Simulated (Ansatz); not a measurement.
Starting cell, GaAs (zinc blende):

```xyz
4
Lattice="0.0000 5.7456 5.7456 2.8728 0.0000 2.8728 2.8728 2.8728 0.0000" Properties=species:S:1:pos:R:3 pbc="T T T"
As     4.3092     4.3092     4.3092
As     4.3092     7.1820     7.1820
Ga     0.0000     0.0000     0.0000
Ga     2.8728     5.7456     2.8728
```

A phonon eigenvector at L = (0.5, 0.0, 0.0) is frozen into this cell: atom i moves by Q times the vector below, so Q is the largest atomic displacement, in Å. The cell is held. It is one choice among 2 degenerate patterns. (q is in reciprocal vectors of the primitive cell; the cell shown is doubled to hold the pattern.)

```json
[
 {"atom": "As1", "x": "-0.267", "y": "0.486", "z": "-0.753"},
 {"atom": "As2", "x": "0.267", "y": "-0.486", "z": "0.753"},
 {"atom": "Ga3", "x": "0.285", "y": "-0.520", "z": "0.805"},
 {"atom": "Ga4", "x": "-0.285", "y": "0.520", "z": "-0.805"}
]
```

Calculation: PBE (plane waves to 420 eV, PAW, scalar-relativistic; Ansatz, an electronic-structure program). k mesh 5×10×10 (Γ-centred), Fermi-Dirac smearing 0.05 eV. Energies are smeared free energies. GaAs was relaxed with its symmetry unable to fall. The zero of ΔE is the undisplaced structure.

| Q (Å) | ΔE (meV/cell) |
|---|---|
| -0.180 | 59.0 |
| -0.150 | 40.6 |
| -0.120 | 25.8 |
| -0.090 | withheld |
| -0.060 | 6.4 |
| -0.030 | 1.6 |
| 0.000 | 0.0 |
| 0.030 | 1.6 |
| 0.060 | 6.4 |
| 0.090 | withheld |
| 0.120 | 25.8 |
| 0.150 | 40.6 |
| 0.180 | 59.0 |

Q: Fit an even polynomial form (powers 2, 4) to the given rows and predict ΔE at Q = -0.090.

A: Least squares on the 11 given rows: ΔE = (1768)·Q² + (1625)·Q⁴, in meV/cell with Q in Å; root-mean-square residual 0.01 meV/cell. At -0.090 the fit gives 14.4 meV/cell; the calculation gives 14.4 meV/cell, the same to the digits shown. The quadratic term alone would give 14.3 meV/cell.

(For displaced atoms, the force is minus the slope of the energy, and its curvature is a force constant, which sets phonon frequencies.)
